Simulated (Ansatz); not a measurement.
An Ansatz (a quantum-chemistry and plane-wave program) run. Input:

Ansatz 0.2 input:
```yaml
crystal:
  lattice:
    - [-1.9776251335, 1.9776251335, 6.5140935302]
    - [1.9776251335, -1.9776251335, 6.5140935302]
    - [1.9776251335, 1.9776251335, -6.5140935302]
  atoms:
    - { symbol: Ta, position: [0.9912374961, 0.9912374961, 0.0] }
    - { symbol: O, position: [0.5067670117, 0.0067670117, 0.5] }
    - { symbol: O, position: [0.0067670117, 0.5067670117, 0.5] }
    - { symbol: O, position: [0.1601866658, 0.1601866658, 0.0] }
    - { symbol: N, position: [0.8449569775, 0.8449569775, 0.0] }
    - { symbol: Sr, position: [0.3424216907, 0.3424216907, 0.0] }
    - { symbol: Sr, position: [0.6476631467, 0.6476631467, 0.0] }
kpoints:
  mp_grid: { grid: [10, 10, 10] }
hamiltonian:
  xc: pbesol
  pseudopotentials: { azcp: { folder: ./paw }, kind: paw }
scf:
  occupations: { method: fixed }
elastic: { mode: relaxed_ion, stencil: two_point, amplitude: 0.005, f_tol: 0.0005 }
output: { polarization: {} }
```

Output (shortened):

```
Pseudopotential: Ta, paw, valence charge 13
Pseudopotential: O, paw, valence charge 6
Pseudopotential: N, paw, valence charge 5
Pseudopotential: Sr, paw, valence charge 10
Functional definition: PBEsol
Crystal: 7 atoms, lattice volume = 101.907 Å³
Basis set: ecut = 420 eV, 2009 PW (Γ), exchange–correlation on 96×96×96 points (8 copies of the dense FFT grid, shifted against one another)
Bands: 35, of which v1, the nominal top of the filled ones, is band 28 counted from 1 (27 counted from 0)
Symmetry: 8 space group operations
Space group: I4mm (ITA 107), of the structure as read, at distance tolerance 4.7e-5 Å
k-points: 102 of 1000 (time reversal used)
SCF 1 converged in 18 iterations: F = -18863.053828 eV  dr2 = 9.21e-15
relax step   1: F+E_penalty+E_count = -18863.05382829 eV  Δ(F+E_penalty+E_count) = +0.000e0 eV  max|allowed force component| = 9.344e-4 eV/Å  Δτ_max = 0.0000 Å  (18 SCF iters, accepted)
Crystal: 7 atoms, lattice volume = 101.907 Å³
SCF 2 converged in 11 iterations: F = -18863.053828 eV  dr2 = 3.58e-14
relax step   2: F+E_penalty+E_count = -18863.05382828 eV  Δ(F+E_penalty+E_count) = +5.373e-9 eV  max|allowed force component| = 1.030e-3 eV/Å  Δτ_max = 0.0002 Å  (11 SCF iters, rejected (line search))
Crystal: 7 atoms, lattice volume = 101.907 Å³
SCF 3 converged in 8 iterations: F = -18863.053828 eV  dr2 = 7.04e-14
relax step   3: F+E_penalty+E_count = -18863.05382837 eV  Δ(F+E_penalty+E_count) = -7.949e-8 eV  max|allowed force component| = 5.683e-4 eV/Å  Δτ_max = 0.0001 Å  (8 SCF iters, accepted)
Crystal: 7 atoms, lattice volume = 101.907 Å³
SCF 4 converged in 8 iterations: F = -18863.053828 eV  dr2 = 3.46e-14
relax step   4: F+E_penalty+E_count = -18863.05382838 eV  Δ(F+E_penalty+E_count) = -9.099e-9 eV  max|allowed force component| = 3.348e-4 eV/Å  Δτ_max = 0.0000 Å  (8 SCF iters, accepted)
Crystal: 7 atoms, lattice volume = 101.907 Å³
SCF 5 converged in 12 iterations: F = -18863.053828 eV  dr2 = 2.07e-14
Crystal: 7 atoms, lattice volume = 101.397 Å³
Basis set: ecut = 420 eV, 1993 PW (Γ), exchange–correlation on 96×96×96 points (8 copies of the dense FFT grid, shifted against one another)
Symmetry: 4 space group operations
k-points: 171 of 1000 (time reversal used)
SCF 6 converged in 16 iterations: F = -18863.051291 eV  dr2 = 7.47e-15
relax step   1: F+E_penalty+E_count = -18863.05129115 eV  Δ(F+E_penalty+E_count) = +0.000e0 eV  max|allowed force component| = 3.750e-2 eV/Å  Δτ_max = 0.0000 Å  (16 SCF iters, accepted)
Crystal: 7 atoms, lattice volume = 101.397 Å³
SCF 7 converged in 13 iterations: F = -18863.051262 eV  dr2 = 3.69e-14
relax step   2: F+E_penalty+E_count = -18863.05126165 eV  Δ(F+E_penalty+E_count) = +2.950e-5 eV  max|allowed force component| = 5.727e-2 eV/Å  Δτ_max = 0.0065 Å  (13 SCF iters, rejected (line search))
Crystal: 7 atoms, lattice volume = 101.397 Å³
SCF 8 converged in 14 iterations: F = -18863.051447 eV  dr2 = 9.24e-15
relax step   3: F+E_penalty+E_count = -18863.05144676 eV  Δ(F+E_penalty+E_count) = -1.556e-4 eV  max|allowed force component| = 1.742e-2 eV/Å  Δτ_max = 0.0031 Å  (14 SCF iters, accepted)
Crystal: 7 atoms, lattice volume = 101.397 Å³
SCF 9 converged in 12 iterations: F = -18863.051465 eV  dr2 = 1.03e-14
relax step   4: F+E_penalty+E_count = -18863.05146499 eV  Δ(F+E_penalty+E_count) = -1.824e-5 eV  max|allowed force component| = 1.028e-2 eV/Å  Δτ_max = 0.0015 Å  (12 SCF iters, accepted)
[...]
Crystal: 7 atoms, lattice volume = 101.906 Å³
SCF 55 converged in 10 iterations: F = -18863.053309 eV  dr2 = 1.87e-14
Crystal: 7 atoms, lattice volume = 101.906 Å³
SCF 56 converged in 12 iterations: F = -18863.053262 eV  dr2 = 3.66e-14
relax step   1: F+E_penalty+E_count = -18863.05326170 eV  Δ(F+E_penalty+E_count) = +0.000e0 eV  max|allowed force component| = 3.782e-4 eV/Å  Δτ_max = 0.0000 Å  (12 SCF iters, accepted)
Crystal: 7 atoms, lattice volume = 101.906 Å³
SCF 57 converged in 10 iterations: F = -18863.053262 eV  dr2 = 2.03e-14
Crystal: 7 atoms, lattice volume = 101.906 Å³
SCF 58 converged in 12 iterations: F = -18863.053262 eV  dr2 = 3.60e-14
relax step   1: F+E_penalty+E_count = -18863.05326170 eV  Δ(F+E_penalty+E_count) = +0.000e0 eV  max|allowed force component| = 3.782e-4 eV/Å  Δτ_max = 0.0000 Å  (12 SCF iters, accepted)
Crystal: 7 atoms, lattice volume = 101.906 Å³
SCF 59 converged in 10 iterations: F = -18863.053262 eV  dr2 = 1.89e-14
SCF converged after 12 iterations
Free energy (F): -18863.053828 eV
Harris-Foulkes:  -18863.053828 eV  (|F-HF|=1.09e-11)
Internal energy: -18863.053828 eV  (E = F + TS)
E sigma→0 (E₀):  -18863.053828 eV
Fermi energy:    9.827333 eV
--- Per-component energies (eV) ---
  E_band       = -293.103143
  E_kinetic    = 1490.860415
  E_local      = -3508.771030  (includes V_loc(G=0)·N_el)
  E_nonlocal   = 654.969042
  E_hartree    = 1152.477659
  E_xc         = -939.570721
  E_vxc        = -894.322533  (∫ρ·V_xc dr)
  E_paw        = -14055.271639  (= ΣΔE_a)
  E_vpaw       = -340.797553  (= ΣTr[D̂ρ^β])
  E_aug_tail   = 0.003197  (compensation charges beyond the density's cutoff)
  E_ewald      = -3658.367123
  E_core_change = 0.616371  (= ΣΔE_core)
  E_smearing   =  0.000000  (= −TS)
  E_closure    = 0.000000  (closes the sum)
  Σ components = -18863.053828   (vs F -18863.053828, Δ=0.00e0)
--- Forces (eV/Å), atoms counted from 1 ---
  atom   1  Ta     0.00000000     0.00000000    -0.00033471
  atom   2  O      0.00000000     0.00000000     0.00007120
  atom   3  O      0.00000000     0.00000000     0.00007120
  atom   4  O      0.00000000     0.00000000     0.00013411
  atom   5  N      0.00000000     0.00000000     0.00027934
  atom   6  Sr     0.00000000     0.00000000     0.00005258
  atom   7  Sr     0.00000000     0.00000000    -0.00027314
  max |Σ_I F_I| component: 5.90e-7 eV/Å
--- Stress (GPa, compression-positive) ---
       -0.009672       0.000000       0.000000
        0.000000      -0.009672       0.000000
        0.000000       0.000000       0.011928
  P = ⅓ Tr σ = -0.0025 GPa (-0.025 kbar)
--- Band table (eV; the first three rows and the last of 102) ---
  k-point 0: bands = ["-57.6346", "-24.3883", "-24.3883", "-24.0532", "-23.2230", "-23.1386", "-9.0480", "-8.2895", "-6.4621", "-5.2752", "-5.2752", "-5.2360", "-5.1388", "-5.1388", "-4.6362", "-1.5025", "5.8797", "5.8802", "5.8802", "6.7601", "7.3867", …
  k-point 1: bands = ["-57.6346", "-24.4002", "-24.3986", "-24.0506", "-23.2157", "-23.1395", "-8.9261", "-8.2229", "-6.5406", "-5.3922", "-5.3032", "-5.1912", "-5.1406", "-5.0620", "-4.5948", "-1.4162", "5.4842", "5.6787", "5.8017", "6.6100", "6.9606", …
  k-point 2: bands = ["-57.6344", "-24.4295", "-24.4256", "-24.0445", "-23.1986", "-23.1408", "-8.5918", "-8.0445", "-6.6466", "-5.5374", "-5.3773", "-5.1397", "-5.1397", "-5.0232", "-4.5275", "-1.2717", "4.8132", "5.0661", "5.3606", "6.0706", "6.3645", …
  k-point 101: bands = ["-57.6346", "-24.3883", "-24.3883", "-24.0551", "-23.2041", "-23.1554", "-9.0638", "-8.2896", "-6.4084", "-5.2939", "-5.2939", "-5.2356", "-5.1182", "-5.1182", "-4.6697", "-1.5381", "5.8851", "5.8851", "6.0842", "6.7852", "7.3535", …
--- Elastic constants: 4 strain directions × 2 members + reference (group order 8) ---
  dense FFT box of the reference and of every strained cell: 48×48×48
  strains applied: 11, 33, 23, 12; error gains …
  reference relaxed by the batch: 4 steps …
  largest displacement 9.2e-5 Å; the constants are those of the deck's cell at these positions:
  atoms:
    - { symbol: Ta, position: [0.9912352396097294, 0.9912352396097294, 0.0] }
    - { symbol: O, position: [0.5067682355326422, 0.006768235532642031, 0.5000000000000001] }
    - { symbol: O, position: [0.006768235532642031, 0.5067682355326422, 0.5000000000000001] }
    - { symbol: O, position: [0.1601919497409138, 0.1601919497409138, 0.0] }
    - { symbol: N, position: [0.8449555461141794, 0.8449555461141794, 0.0] }
    - { symbol: Sr, position: [0.3424145989733661, 0.3424145989733661, 0.0] }
    - { symbol: Sr, position: [0.6476661946965272, 0.6476661946965272, 0.0] }
  C = ∂σ_k/∂η_j (tension-positive GPa; Voigt order 11 22 33 23 13 12):
       297.224     61.934     84.594      0.000      0.000      0.000
        61.934    297.224     84.594      0.000      0.000      0.000
        84.667     84.667    210.709      0.000      0.000      0.000
         0.000      0.000      0.000     66.035      0.000      0.000
         0.000      0.000      0.000      0.000     66.035      0.000
         0.000      0.000      0.000      0.000      0.000     72.341
  reference stress σ⁰ (GPa):      0.010      0.010     -0.012      0.000      0.000      0.000
  moduli (Voigt/Reuss/Hill, GPa): K = 140.84/138.79/139.82   G = 79.15/75.32/77.23   E = 195.67   ν = 0.267
  mechanically stable: yes (min eigenvalue of sym C = 66.03 GPa)
  e, the proper piezoelectric tensor (elastic.mode: relaxed_ion; C/m²; rows x y z; Voigt order 11 22 33 23 13 12):
       0.00000    0.00000    0.00000    0.00000   -0.41482    0.00000
       0.00000    0.00000    0.00000   -0.41482    0.00000    0.00000
       0.32509    0.32509   -1.57587    0.00000    0.00000    0.00000
  ±, each entry's uncertainty from the finite density of the strings (C/m²), an estimate: the size of the correction for it that the entry includes:
       0.00000    0.00000    0.00000    0.00000    0.00269    0.00000
       0.00000    0.00000    0.00000    0.00269    0.00000    0.00000
       0.00166    0.00166    0.00405    0.00000    0.00000    0.00000
  strain η (Voigt 11):  stress-route row diagonal C_11 = 297.22 GPa, energy-path curvature d²(F+E_count+ΔE)/dδ²/Ω₀ = 297.28 GPa
         δ    σ_11 (GPa)             F (eV)   n_scf  n_hpsi   n_pw
    -5.000e-3      -1.5046      -18863.0514765      10  110116   2030   relax 7 steps, max|allowed force component| 5.79e-5 eV/Å
     5.000e-3       1.4677      -18863.0514852      10  110818   2034   relax 7 steps, max|allowed force component| 1.04e-4 eV/Å
  strain η (Voigt 33):  stress-route row diagonal C_33 = 210.71 GPa, energy-path curvature d²(F+E_count+ΔE)/dδ²/Ω₀ = 210.73 GPa
         δ    σ_33 (GPa)             F (eV)   n_scf  n_hpsi   n_pw
    -5.000e-3      -1.0985      -18863.0520547      10   65960   2034   relax 7 steps, max|allowed force component| 1.69e-4 eV/Å
     5.000e-3       1.0086      -18863.0522341      10   65583   2034   relax 7 steps, max|allowed force component| 2.45e-5 eV/Å
  strain η (Voigt 23):  stress-route row diagonal C_44 = 66.03 GPa, energy-path curvature d²(F+E_count+ΔE)/dδ²/Ω₀ = 66.05 GPa
         δ    σ_23 (GPa)             F (eV)   n_scf  n_hpsi   n_pw
    -5.000e-3      -0.3302      -18863.0533094      10  182460   2034   relax 8 steps, max|allowed force component| 2.68e-4 eV/Å
     5.000e-3       0.3302      -18863.0533094      10  182945   2034   relax 8 steps, max|allowed force component| 2.68e-4 eV/Å
  strain η (Voigt 12):  stress-route row diagonal C_66 = 72.34 GPa, energy-path curvature d²(F+E_count+ΔE)/dδ²/Ω₀ = 72.34 GPa
         δ    σ_12 (GPa)             F (eV)   n_scf  n_hpsi   n_pw
    -5.000e-3      -0.3617      -18863.0532617      10  110521   2034   relax 1 steps, max|allowed force component| 3.78e-4 eV/Å
     5.000e-3       0.3617      -18863.0532617      10  110497   2034   relax 1 steps, max|allowed force component| 3.78e-4 eV/Å
--- Formal polarisation (Berry phase): one branch of a lattice of values; only differences between neighbouring runs are physical ---
  axis  mesh            electronic          ionic      p = total  spread (rad)  least overlap  resolved gap  δp at fixed H ≤   (phases in cycles; p mod 1 …
  b1    10×10×10       -0.07797348    31.05401431    30.97604082      0.118464         0.9692        1.4607           9.0e-6
  b2    10×10×10       -0.07797348    31.05401431    30.97604082      0.118464         0.9692        1.4607           8.9e-6
  b3    10×10×10        0.00000000     6.00000000     6.00000000      0.000000         0.9246        1.4607           1.2e-5
  quantum along a1:   0.06956480 e/Å² =   111.455090 µC/cm²
  quantum along a2:   0.06956480 e/Å² =   111.455090 µC/cm²
  quantum along a3:   0.06956480 e/Å² =   111.455090 µC/cm²
  P = (  0.11643761,   0.11643761,   3.57658303) e/Å² = (  186.553624,   186.553624,  5730.317761) µC/cm²  (mod the quanta)
```

Cost: around 2.0 core-hours (rough) on shared cores.

The start of the workflow was typed in or built on a structure type; neither database checked (COD, Materials Project) lists it. Whether it is the stable phase at ambient conditions was not checked. Symmetry was held in the PBEsol relaxation; whether a distortion lowers the energy is not shown. The run is not spin-polarised. Scalar-relativistic: spin–orbit coupling is off unless named, which matters more the heavier the elements.

Potentials: the earlier of the program's two PAW sets. The files were generated under PBE; for other functionals the program regenerates the frozen cores, and for LDA and PBEsol the local potential too.

Ansatz is a plane-wave DFT program.
